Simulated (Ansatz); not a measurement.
KTaO3:
```
KTaO3
1.0
    3.98932     0.00000     0.00000
    0.00000     3.98932     0.00000
    0.00000     0.00000     3.98932
K Ta O
1 1 3
Direct
  0.50000   0.50000   0.50000
  0.00000   0.00000   0.00000
  0.00000   0.50000   0.00000
  0.50000   0.00000   0.00000
  0.00000   0.00000   0.50000
```

Relaxed with r²SCAN.

**Question.** Map the valence electron density (e/Å³), cut off at 3 on the plane through (0.500, 0.500, 0.500) spanned by u = [1, 0, 0] and v = [0, 1, 1] in lattice vectors, from plane-wave PAW r²SCAN (Ansatz code).

**Answer.** x is the fraction of u, y of v (the angle between them is 90°; rows are the nearest grid lines); atoms in the plane: K at (0.00, 0.00), Ta at (0.50, 0.50), O at (0.00, 0.50).
```
|999831000000000138999|
|999731000000000137999|
|999520000000000025999|
|332100000000000001233|
|110000000000000000011|
|000000000000000000000|
|000000000000000000000|
|000000000111000000000|
|221100012444210001122|
|653211137999731112356|
|997421379999973124799|
|999632499999994236999|
|999632499999994236999|
|997421379999973124799|
|653211137999731112356|
|221100012444210001122|
|000000000111000000000|
|000000000000000000000|
|000000000000000000000|
|110000000000000000011|
|332100000000000001233|
|999520000000000025999|
|999731000000000137999|
|999831000000000138999|
```
Scale: ten equal steps from 0.022 (start of '0') to 3.00 (end of '9'), in the order '0123456789'; x runs from 0.000 to 1.00, y from 0.000 (bottom) to 1.00 (top).

The density is the valence pseudo-density with augmentation charge, so density and ELF within about 1 Å of a nucleus are not all-electron values.

Space group Pm-3m (cubic perovskite). The r²SCAN relaxation kept the symmetry of its start; phonons on a q-mesh show no instability. The run is not spin-polarised. Spin–orbit coupling is left out wherever it is not named.

Potentials: the earlier of the program's two PAW sets.
